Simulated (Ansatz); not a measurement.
Consider the following.

Cu (fcc, Cu type)

```
CELL_PARAMETERS angstrom
      0.00000     3.62881     3.62881
      1.81440     0.00000     1.81440
      1.81440     1.81440     0.00000
ATOMIC_POSITIONS crystal
  Cu 0.00000 0.00000 0.00000
  Cu 0.50000 0.00000 0.00000
```

A phonon eigenvector at L = (0.5, 0.0, 0.0) is frozen into this cell: atom i moves by Q times the vector below, so Q is the largest atomic displacement, in Å. The cell is held. (q is in reciprocal vectors of the primitive cell; the cell shown is doubled to hold the pattern.)

```tsv
atom	x	y	z
Cu1	0.577	-0.577	-0.577
Cu2	-0.577	0.577	0.577
```

Level of theory: PBE (plane waves to 420 eV, PAW, scalar-relativistic; Ansatz, a program for electronic structure). k mesh 11×22×22 (Γ-centred), Fermi-Dirac smearing 0.05 eV. Energies are smeared free energies. With partly filled bands, energies and forces of such displacements shift with the k mesh and the smearing. Cu is run without spin polarisation. Cu was relaxed with its symmetry unable to fall. The PAW data are Ansatz's earlier set. ΔE is measured from the undisplaced structure.

The scan covers Q from -0.280 to 0.280 Å in 13 points.

**Question.** Which space group does the distorted structure have?

**Answer.** R-3m (No. 166), lowered from Fm-3m.

**Question.** What is the energy change at Q = 0.280 Å?

**Answer.** 1392 meV/cell.

**Question.** What harmonic wavenumber does the curvature at Q = 0 give?

**Answer.** 242 cm⁻¹.

(A displaced cell: forces are minus the slopes of the energy, force constants its curvatures, and phonons follow from these.)
